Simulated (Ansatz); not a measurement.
A geometry of SnSe away from equilibrium: the start of the relaxation of a generated trial cell of SnSe in the 4H structure type. Computed with PBE (plane waves to 420 eV, PAW, scalar-relativistic; Ansatz, a quantum-chemistry and plane-wave program). Γ-centred k-mesh 6×6×2 on the run's cell (coarser than for final values), Fermi–Dirac smearing 0.05 eV.

```xyz
8
Lattice="4.5446 0.0000 0.0000 -2.2723 3.9357 0.0000 0.0000 0.0000 14.8778" Properties=species:S:1:pos:R:3:forces:R:3 pbc="T T T" free_energy=-45974.624 pressure_GPa=6.2
Sn     0.0000     0.0000     0.0000    0.0000    0.0000   -0.0226
Sn     0.0000     0.0000     7.4389    0.0000    0.0000   -0.0226
Sn     2.2723     1.3119    11.1610    0.0000    0.0000   -0.0289
Sn     0.0000     2.6238     3.7221    0.0000    0.0000   -0.0289
Se     0.0000     0.0000    12.0831    0.0000    0.0000   -0.0865
Se     0.0000     0.0000     4.6442    0.0000    0.0000   -0.0865
Se     2.2723     1.3119     8.3805    0.0000    0.0000    0.1381
Se     0.0000     2.6238     0.9416    0.0000    0.0000    0.1381
```

Positions in Å, forces in eV/Å, free energy of the cell in eV (comparable only within this code, potentials and settings). Largest force: 0.14 eV/Å, on Se7, Se8 (atoms numbered as listed); the geometry lies 0.18 eV/atom above the end of its relaxation.

No spin polarisation in the result.

The run could not lose the symmetry of its start, so the end can be a saddle point.

The end of the path is a generated cell of SnSe: the first start was made by placing the elements on the sites of a structure type, and the end was not matched to a known phase here, so it may be hypothetical. Known forms of SnSe include space group No. 62.
